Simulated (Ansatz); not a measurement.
SiGe₅N₈ on the sites of β-Si3N4, 14 atoms and 114 valence electrons in a cell of about 168 Å³, was run 8 times in Ansatz, each time on 1 × NVIDIA H100 80GB HBM3 with 2 threads of AMD EPYC 7R13 Processor (Zen 3), on a shared host.

```
                   run  k mesh  irreducible k  cutoff (eV)  plane waves  bands  SCF iterations  wall time  peak host memory (GiB)
       relaxation, PBE   4×8×4             50          420         3377     71              69       38 s                     1.2
    relaxation, r2SCAN   4×8×4             50          500         4325     71              36          ?                       ?
            bands, PBE   4×8×4             50          420         3293     64               8      9.6 s                     1.2
  single point, r2SCAN   4×8×4             50          500         4325     64               8          ?                       ?
   single point, HSE06   2×6×2             16          420         3293     64              16          ?                       ?
 single point, PBE+SOC   4×8×4             50          420         3293    128              11       28 s                     1.3
field response, r2SCAN   4×8×4             68          500         4325     71              17    2.7 min                     5.8
    single point, PBE0   2×6×2             16          420         3293     64              18          ?                       ?
```

Problem. Estimate the missing times and memories.

Solution.

| run | wall time | peak host memory (GiB) |
| --- | --- | --- |
| single point, r2SCAN | 21 s | 1.3 |
| single point, PBE0 | 97 s | 2.5 |
| relaxation, r2SCAN | 30 s | 1.2 |
| single point, HSE06 | 85 s | 2.5 |

Only the levels marked +SOC include spin-orbit coupling.
